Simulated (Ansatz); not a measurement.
Ansatz input

```yaml
crystal:
  lattice:
    - [2.5662104845, 0.0, 0.0]
    - [0.0, 2.5662104845, 0.0]
    - [0.0, 0.0, 2.5662104845]
  atoms:
    - { symbol: Pd, position: [0.0, 0.0, 0.0], spin: 0.5 }
hamiltonian:
  xc: pbesol
  pseudopotentials:
    kind: paw
    azcp:
      Pd: "pseudopotentials/Pd.paw.azcp"
basis:
  ecutwfc: 420
  fft_grid_basis: typed
kpoints:
  mp_grid: { grid: [20, 20, 20], shift: [0, 0, 0] }
magnetization:
  spin_polarized: true
scf:
  occupations: { method: fermi_dirac, width: 0.05 }
output:
  write_density: true
  write_potential: true
  elf: true
  volumetric_format: npy
```

Terminal output

```
Warning: the record states the generating functional pbe (its physics header spells it `PBE`), which answers neither for hamiltonian.xc's functional nor for the pbesol family's — results may be inconsistent (PPs are generated against a specific XC)
Engine: ansatz 0.2.0, aarch64-unknown-linux-gnu
Pseudopotentials: kind: paw
Pseudopotential: Pd, paw, valence charge 18, recommended cutoff 420 eV (normal) 
Functional definition: PBEsol
  exchange = pbesol_x
  correlation = pbesol_c
Crystal: 1 atoms, lattice volume = 16.900 Å³
Basis set: ecut = 420 eV, 341 PW (Γ)
Bands: 14, of which v1, the nominal top of the filled ones, is band 9 counted from 1 (8 counted from 0)
Symmetry: 48 space group operations
Space group: Pm-3m (ITA 221), of the structure as read, at distance tolerance 2.6e-5 Å
Magnetic group: BNS 221.92 (UNI 1594), of the structure as read, at distance tolerance 2.6e-5 Å
k-points: 286 of 8000
Non-local potential: Pd, projectors of the file, l = 0: 2, l = 1: 2, l = 2: 2, l = 3: 1
PAW form: soft (Blöchl's): semilocal exchange-correlation on the pseudo side does not see the compensation charge
PAW frozen core: Pd, regenerated for the run's functional, and the local potential with it (the file was generated under x = pbe(κ = 0.804, μ = 0.2195149727645171), c = pbe(β = 0.06672455060314922))
PAW one-centre angular grid: Pd, 590 points (default); XC on 64 Gauss nodes
Initial density: superposition of atomic densities (chi_scale 0.1, normalization cell)
Starting moments: Σ|m| = 0.5 μB on 1 of 1 site
Initial wavefunctions: pseudopotential atomic-orbital guess
Functional: x = pbesol(κ = 0.804, μ = 0.12345679012345678), c = pbesol(β = 0.046)
SCF iter   1: F=—  HF=-6907.141059 eV  |F-HF|=—  |Δ(HF+E_count)|=         —  Δρ=9.18e-2 (↑9.18e-2 ↓6.32e-2)  dr2=4.23e0  dr2_m=4.76e-2  M=0.254 μB ∫|m|=0.255 μB  β_m=0.30  ethr=3.10e-3  ⟨swp⟩=5.2  Hψ=41766  notcnv=0
SCF iter   2: F=—  HF=-6906.393716 eV  |F-HF|=—  |Δ(HF+E_count)|=   7.47e-1  Δρ=5.37e-2 (↑5.37e-2 ↓3.44e-2)  dr2=1.34e0  dr2_m=2.80e-2  M=0.231 μB ∫|m|=0.233 μB  β_m=0.30  ethr=3.10e-3  ⟨swp⟩=2.8  Hψ=18046  notcnv=0  defer=259
spin-set hold released at iteration 2 (site moments show no strong build): the magnetisation degrees of freedom join the quasi-Newton model from the next iteration; the mixer history was kept
SCF iter   3: F=—  HF=-6906.051929 eV  |F-HF|=—  |Δ(HF+E_count)|=   3.42e-1  Δρ=2.02e-2 (↑1.54e-2 ↓2.02e-2)  dr2=5.41e-2  dr2_m=2.21e-2  M=0.187 μB ∫|m|=0.190 μB  β_m=0.30  ethr=3.10e-3  ⟨swp⟩=2.0  Hψ=13392  notcnv=0  defer=259
SCF iter   4: F=—  HF=-6906.044387 eV  |F-HF|=—  |Δ(HF+E_count)|=   7.54e-3  Δρ=1.10e-2 (↑1.10e-2 ↓1.10e-2)  dr2=1.01e-3  dr2_m=1.84e-2  M=0.171 μB ∫|m|=0.174 μB  β_m=0.56  ethr=3.00e-4  ⟨swp⟩=2.7  Hψ=19198  notcnv=0  defer=311
SCF iter   5: F=—  HF=-6906.050769 eV  |F-HF|=—  |Δ(HF+E_count)|=   6.38e-3  Δρ=7.41e-3 (↑6.05e-3 ↓7.41e-3)  dr2=3.70e-4  dr2_m=6.97e-3  M=0.122 μB ∫|m|=0.125 μB  β_m=0.78  ethr=5.62e-6  ⟨swp⟩=2.0  Hψ=11438  notcnv=0  defer=311
SCF iter   6: F=—  HF=-6906.054207 eV  |F-HF|=—  |Δ(HF+E_count)|=   3.44e-3  Δρ=2.10e-3 (↑2.10e-3 ↓1.22e-3)  dr2=1.75e-4  dr2_m=4.14e-4  M=0.039 μB ∫|m|=0.042 μB  β_m=0.89  ethr=2.05e-6  ⟨swp⟩=2.0  Hψ=12574  notcnv=0  defer=311
SCF iter   7: F=—  HF=-6906.054586 eV  |F-HF|=—  |Δ(HF+E_count)|=   3.79e-4  Δρ=2.54e-4 (↑2.15e-4 ↓2.54e-4)  dr2=2.42e-5  dr2_m=2.59e-6  M=0.001 μB ∫|m|=0.002 μB  β_m=0.95  ethr=9.73e-7  ⟨swp⟩=2.3  Hψ=12003  notcnv=0  defer=311
SCF iter   8: F=—  HF=-6906.054585 eV  |F-HF|=—  |Δ(HF+E_count)|=   1.23e-6  Δρ=2.99e-5 (↑2.99e-5 ↓2.71e-5)  dr2=1.04e-7  dr2_m=9.89e-8  M=0.000 μB ∫|m|=0.000 μB  β_m=0.97  ethr=1.35e-7  ⟨swp⟩=2.1  Hψ=11321  notcnv=0  defer=311
SCF iter   9: F=—  HF=-6906.054585 eV  |F-HF|=—  |Δ(HF+E_count)|=   1.02e-7  Δρ=2.24e-6 (↑9.37e-7 ↓2.24e-6)  dr2=1.38e-10  dr2_m=2.51e-10  M=-0.000 μB ∫|m|=0.000 μB  β_m=0.96  ethr=5.56e-10  ⟨swp⟩=5.1  Hψ=27453  notcnv=0
SCF iter  10: F=-6906.054585 eV  HF=-6906.054585 eV  |F-HF|=9.09e-13  |Δ(HF+E_count)|=  4.87e-10  Δρ=2.50e-7 (↑1.92e-7 ↓2.50e-7)  dr2=4.08e-12  dr2_m=6.53e-12  M=-0.000 μB ∫|m|=0.000 μB  ethr=1.00e-12  ⟨swp⟩=3.0  Hψ=17951  notcnv=0
SCF 1 converged in 10 iterations: F = -6906.054585 eV  dr2 = 4.08e-12
WARN: the starting moments were not kept: the SCF closed with an absolute magnetisation of 5.6e-6 μB, where they sum to 0.5 μB in size (1 site). That is at most 0.1 of that sum. Measured as dr2_m measures the in/out step, that magnetisation stands 2.0e-11 eV from none, at or under the dr2_threshold of 1.0e-7 eV: it is no larger than a step whose dr2_m would equal this threshold. The system may hold no moment; this SCF shows only that its start led to no more than that. To try another start: raise the starting moments (crystal.atoms[].spin, magnetization.per_species, magnetization.initial_magnetization, or on a non-collinear deck that types none of these the spinor_matrix: blocks that start its atoms; where the total moment is fixed, keep their sum and leave initial_magnetization as it is; typed ones take the place of any that the run laid by itself, positive ones on a crystal's lanthanoids without a Hubbard term where scf.initial_density.shell_occupations: [] is typed) or, if the notice of its spin-set hold's release reads "site moments contracting" or "site moments show no strong build", lengthen the hold (scf.mixing.spin_hold: { on: { confirm: 4 } }; for m-r²SCAN on two components see the key's manual first). Each may lead to a state that holds a moment. A second SCF, from the converged charge density, with the starting moments and any scf.initial_density.shell_occupations laid on it anew, would have followed, and was not run: the deck does not ask for one (magnetization.retry_lost_moments is false, the default). To let it run, set magnetization.retry_lost_moments: true and run the deck again, where that key's refused combinations let it; where memory then withholds it, that run's warning says so.
SCF converged after 10 iterations
Magnetization: -0.0000 μB (9.0000 up, 9.0000 down)
Absolute magnetization: 0.0000 μB (∫|ρ↑−ρ↓|, with the PAW one-centre terms)
Spin contamination: 0.0000 ħ² per cell (⟨S²⟩ above its minimum at these occupations)
Per-site moments (μB) at R_I (Å): [(-5.344408163646474e-6, 1.05856182485625)]
Free energy (F): -6906.054585 eV
Harris-Foulkes:  -6906.054585 eV  (|F-HF|=9.09e-13)
Internal energy: -6906.041177 eV  (E = F + TS)
E sigma→0 (E₀):  -6906.047881 eV
Entropy (-TS):   -0.013407 eV (-13.407 meV/atom)
Fermi energy:    16.517660 eV
--- Per-component energies (eV) ---
  E_band       = -193.490332
  E_kinetic    = 514.446228
  E_local      = -2031.106019  (includes V_loc(G=0)·N_el)
  E_nonlocal   = 219.859676
  E_hartree    = 822.279246
  E_xc         = -167.144247
  E_vxc        = -210.446732  (∫ρ·V_xc dr)
  E_paw        = -3685.512120  (= ΣΔE_a)
  E_vpaw       = -330.802313  (= ΣTr[D̂ρ^β])
  E_aug_tail   = 0.000227  (compensation charges beyond the density's cutoff)
  E_ewald      = -2579.166692
  E_core_change = 0.302524  (= ΣΔE_core)
  E_smearing   = -0.013407  (= −TS)
  E_closure    = 0.000000  (closes the sum)
  Σ components = -6906.054585   (vs F -6906.054585, Δ=0.00e0)
--- Band table (eV; the first three rows and the last of 572) ---
  k-point 0 ↑: bands = ["-67.4561", "-32.9670", "-32.9670", "-32.9670", "10.1405", "11.6628", "11.6628", "16.5577", "16.5577", "16.5577", "33.2005", "33.2005", "33.2005", "39.7957"]
  k-point 1 ↑: bands = ["-67.4550", "-32.9784", "-32.9661", "-32.9661", "10.2087", "11.6746", "11.7177", "16.5095", "16.5095", "16.5615", "32.6384", "33.3137", "33.3137", "39.5893"]
  k-point 2 ↑: bands = ["-67.4517", "-33.0116", "-32.9633", "-32.9633", "10.4026", "11.7089", "11.8882", "16.3722", "16.3722", "16.5726", "31.3546", "33.6442", "33.6442", "39.0458"]
  k-point 285 ↓: bands = ["-67.3190", "-33.3233", "-33.3233", "-33.3233", "12.3579", "12.3579", "12.3579", "17.8748", "17.8748", "27.4367", "27.9557", "27.9557", "27.9557", "34.6437"]
```
